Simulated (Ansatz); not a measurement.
SiC:
```
CELL_PARAMETERS angstrom
      5.87683     0.00000     0.00000
      0.00000     3.14074     0.00000
      0.00000     0.00000     5.19615
ATOMIC_POSITIONS crystal
  Si 0.15909 0.25000 0.40497
  Si 0.34091 0.75000 0.90497
  Si 0.84091 0.75000 0.59503
  Si 0.65909 0.25000 0.09503
  C  0.82668 0.25000 0.39413
  C  0.67332 0.75000 0.89413
  C  0.17332 0.75000 0.60587
  C  0.32668 0.25000 0.10587
```

Relaxed with PBE. Special points in fractions of this cell's reciprocal vectors: Γ (0.000, 0.000, 0.000); X (0.500, 0.000, 0.000); S (0.500, 0.500, 0.000); Y (0.000, 0.500, 0.000); Z (0.000, 0.000, 0.500); U (0.500, 0.000, 0.500); R (0.500, 0.500, 0.500); T (0.000, 0.500, 0.500).

### Question
List the band energies nearest the valence-band maximum at these points for plane-wave PAW PBE (Ansatz code).

### Answer
In eV from the valence-band maximum; about four levels below and three above (degenerate sets whole), none deeper than 8.9 eV; points with the same levels are listed once.

```json
[
 {"k": "Γ", "below": "-0.95 -0.51 -0.15 0.00", "above": "3.05 4.52 4.91"},
 {"k": "X", "below": "-1.26 -1.26 -0.47 -0.47", "above": "3.22 3.22 4.61 4.61"},
 {"k": "S", "below": "-1.88 -1.88 -1.88 -1.88", "above": "4.29 4.29 4.29 4.29"},
 {"k": "Y", "below": "-2.99 -2.99 -1.85 -1.85", "above": "2.77 2.77 5.61 5.61"},
 {"k": "Z", "below": "-1.49 -1.49 -0.73 -0.73", "above": "3.37 3.37 5.37 5.37"},
 {"k": "U", "below": "-0.89 -0.89 -0.84 -0.84", "above": "2.54 2.54 5.37 5.37"},
 {"k": "R", "below": "-2.11 -2.11 -2.11 -2.11", "above": "4.35 4.35 4.35 4.35"},
 {"k": "T", "below": "-1.42 -1.42 -0.49 -0.49", "above": "4.04 4.04 4.65 4.65"}
]
```

Space group Pnma. The start of the workflow was typed in or built on a structure type; neither database checked (COD, Materials Project) lists it. It is not the phase usual at ambient conditions (space group No. 186, 216). The PBE relaxation kept the symmetry of its start; its stability against distortions is not shown here.

Potentials: the later of the program's two PAW sets.
